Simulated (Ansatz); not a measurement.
## Magnetovolume behaviour of TaCo3 (Pm-3m)

The reference geometry is a structure as deposited in COD; nothing is relaxed.

Functional, mesh and filling: LDA, 9×9×9 k mesh, Fermi–Dirac smearing of 0.08 eV. PAW means Ansatz 0.2.0 on its default frozen-core files; LAPW is all-electron LAPW in Ansatz 0.2.0. Site moments are integrated in spheres about the atoms, whose radii differ between the methods.

The reference run was typed so:

```yaml
crystal:
  lattice:
    - [3.67, 0.0, 0.0]
    - [0.0, 3.67, 0.0]
    - [0.0, 0.0, 3.67]
  atoms:
    - { symbol: Ta, position: [0.0, 0.0, 0.0] }
    - { symbol: Co, position: [0.0, 0.5, 0.5], spin: 2.0 }
    - { symbol: Co, position: [0.5, 0.0, 0.5], spin: 2.0 }
    - { symbol: Co, position: [0.5, 0.5, 0.0], spin: 2.0 }
magnetization:
  spin_polarized: true
kpoints:
  mp_grid: { grid: [9, 9, 9] }
scf:
  occupations: { method: fermi_dirac, width: 0.08 }
  lower_state_search: "off"
hamiltonian:
  xc: lda
  pseudopotentials: { kind: paw }
output:
  forces: true
  stress: true
  eigenvalues: true
  populations: true
  write_density: true
  write_potential: true
  elf: true
  volumetric_format: npy
```

Command: `ansatz run input.yaml --threads 2 --pin off --max-ram 6144MiB --backend cpu --events-out ev --progress --plain --runs-dir out`

The input for «volume scaled by 1.06» by LAPW differs from it in these lines, output keys apart:

```diff
-    - [3.67, 0.0, 0.0]
-    - [0.0, 3.67, 0.0]
-    - [0.0, 0.0, 3.67]
+    - [3.7419790583, 0.0, 0.0]
+    - [0.0, 3.7419790583, 0.0]
+    - [0.0, 0.0, 3.7419790583]
-  pseudopotentials: { kind: paw }
+  pseudopotentials: { kind: all_electron, lapw: { basis_error: 0.001 } }
```

The cell shown is scaled evenly to other volumes, and every spin-polarised run starts from the same moments.

```
V/V₀  Å³/atom  M PAW (μB/cell)  M LAPW (μB/cell)  largest site moment, PAW (μB)  P PAW (GPa)  P LAPW (GPa)  F − F(unpolarised), PAW (meV/atom)
 0.7     8.65             0.00                 –                           0.00        136.5             –                                   0
0.76     9.39             0.00                 –                           0.00            ?             –                                   0
0.82    10.13             0.00              0.00                           0.00         38.6          38.2                                   0
0.88    10.87             0.00                 –                           0.00         10.7             –                                   0
0.94    11.62             0.00                 –                           0.00            ?             –                                   0
   1    12.36             0.00              0.00                           0.00        -22.3         -22.3                                   0
1.06    13.10             1.13              1.14                           0.46        -30.9         -30.8                                   0
1.12    13.84             1.67              1.67                           0.69        -36.5         -36.5                                  -6
 1.2    14.83                ?                 –                           0.77        -41.8             –                                 -16
```

What belongs in the row "0.76", column "P PAW (GPa)"?

78.6.

What belongs in the row "1.2", column "M PAW (μB/cell)"?

1.80.

Give the missing entry: row "0.94", column "P PAW (GPa)".

-8.8.

The moments are gone at V/V₀ = 1.0 (-22 GPa) and below, and present from 1.06 (-31 GPa) upwards, where the largest is 0.46 μB at first. Between V/V₀ = 1.12 and 1.06 the largest moment drops from 0.69 to 0.46 μB.

The PAW files were made with PBE; the program remakes their cores once for the run's functional and then keeps them frozen. Under strong compression frozen cores are worth checking against an all-electron run. The Ansatz runs typed with the search for lower states off end where their start leads. Spin–orbit coupling is left out although heavy atoms are present. The magnetic state is the one that this cell and start allow. It needn't be the compound's measured order, which may need a larger cell or be absent. Left out because it may lie on a higher state: PAW, volume scaled by 1.06, start moments a quarter as large.
